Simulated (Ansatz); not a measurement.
A distorted cell of NbAs2 (space group C2/m):

```xyz
6
Lattice="4.6038 -1.6580 0.0000 4.6038 1.6580 0.0000 -3.7623 0.0000 6.6813" Properties=species:S:1:pos:R:3 pbc="T T T"
Nb     0.7099     0.0000     1.3046
Nb     4.7355     0.0000     5.3767
As     6.1366     0.0000     3.1543
As    -0.6913     0.0000     3.5271
As     2.1294     0.0000     5.9409
As     3.3159     0.0000     0.7404
```

Calculation: PBEsol (plane waves to 420 eV, PAW, scalar-relativistic; Ansatz, an electronic-structure program). k mesh 15×15×7 (Γ-centred), Fermi-Dirac smearing 0.05 eV. Energies are smeared free energies. Compression counts positive. At this level the bands of NbAs2 touch or barely overlap. NbAs2 is run without spin polarisation. NbAs2 was relaxed with its symmetry unable to fall.

Q: What is the stress tensor (GPa)?

A: 
```
    7.2      0.0      0.1
    0.0      5.5      0.0
    0.1      0.0      6.1
```
The pressure, a third of the trace, is 6.3 GPa.

Q: It is the relaxed cell scaled evenly to V/V₀ = 0.960, atoms relaxed where free. What is its energy relative to the relaxed cell?

A: 13 meV/atom.

(A scan under strain: stresses follow from slopes of the energy per volume, elastic moduli from its curvatures.)
